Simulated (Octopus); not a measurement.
**CdSe (F-43m, No. 216): conduction levels under hydrostatic strain**

CdSe (F-43m, No. 216), cubic lattice constant 6.141 Å. This is not, or not surely, the usual phase at ambient conditions; the cell is a database entry, not relaxed again.

All numbers are Octopus results at the level LDA (grid spacing about 0.14 Å, Γ-centred 6×6×6 k-mesh, Fermi-Dirac smearing of 0.01 eV, no spin polarisation; PseudoDojo 0.4 LDA potentials), not measurements. Spin-orbit coupling is left out. The cell is scaled uniformly. Energies of the lowest empty band count from each cell's highest valence level among the special points, at Γ; they are Kohn-Sham values at fixed points of the zone.

```csv
a (Å),ln(V/V₀),Γ (eV),X (eV),L (eV)
5.864,-0.1381,0.542,2.727,2.292
5.926,-0.1069,0.481,2.793,2.260
5.987,-0.0760,0.420,2.854,2.227
6.048,-0.0453,0.359,2.912,2.191
6.110,-0.0150,0.299,2.965,2.154
6.141,0.0000,?,?,?
6.202,0.0299,0.209,3.039,2.096
```

V₀ is the volume of the database cell.

### Question
Fit each column by a quadratic in ln V through the rows shown. Give the volume deformation potentials dE/d ln V at the withheld row, and predict that row.

### Answer
Fits: Γ: 0.269 −2.00 x −0.2 x²; X: 2.991 +1.67 x −1.7 x²; L: 2.135 −1.29 x −1.2 x², with x = ln(V/V₀). At x = 0.0000 the slopes are −2.0 eV (Γ), +1.7 eV (X), −1.3 eV (L). Predicted against computed: 0.269 against 0.269 eV, 2.991 against 2.991 eV, 2.135 against 2.135 eV.

The lowest of these levels is that at Γ in all rows.
